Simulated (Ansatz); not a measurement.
**NaLiZnS₂: computed property card**

NaLiZnS2:
```
NaLiZnS2
1.0
    3.94364     0.00000     0.00000
   -1.97182     3.41529     0.00000
    0.00000     0.00000     6.75093
Na Li Zn S
1 1 1 2
Direct
  0.00000   0.00000   0.02455
  0.33333   0.66667   0.35602
  0.66667   0.33333   0.61298
  0.33333   0.66667   0.73501
  0.66667   0.33333   0.27143
```

Space group P3m1 (No. 156); conventional cell a = 3.944 Å, b = 3.944 Å, c = 6.751 Å, α = 90.00°, β = 90.00°, γ = 120.00°.

Method: r²SCAN in the plane-wave PAW code Ansatz. The cell and atoms are relaxed at this level. Other levels are named where they apply.

Cell and energy:

```yaml
volume_per_atom: 18.19 Å³
density: 2.91 g/cm³
Formation energy from the elements (no fitted shifts): -1.26 eV/atom
```

Electronic structure:

```yaml
band_gap: 2.47 eV (direct)
valence_band_maximum: at Γ
conduction_band_minimum: at Γ
electron_effective_mass: 0.20, 0.20, 0.34 mₑ (principal values)
Hole effective mass, band 1 of 2 at the edge: 2.2 along x, 4.3 along z (mₑ)
Hole effective mass, band 2 of 2 at the edge: 0.32 along x, 4.3 along z (mₑ)
HSE06 gap on the r²SCAN cell: 3.07 eV
```

Mechanics:

```yaml
Bulk modulus (Birch–Murnaghan fit): 43.3 GPa
Pressure derivative B′: 4.7
```

Charges:

```yaml
bader_charges: Na +0.86, Li +0.87, Zn +0.90, S -1.45 to -1.18 e
```

The workflow started from a Materials Project entry (that database holds measured and hypothetical structures alike); the Crystallography Open Database copy checked does not list it. Its standing as an ambient phase is unchecked. The cell was relaxed with r²SCAN under the symmetry of its start; its stability against distortions is not shown here. The references are the lowest solids computed at this level, not always the standard phases.

Potentials: the later of the program's two PAW sets.
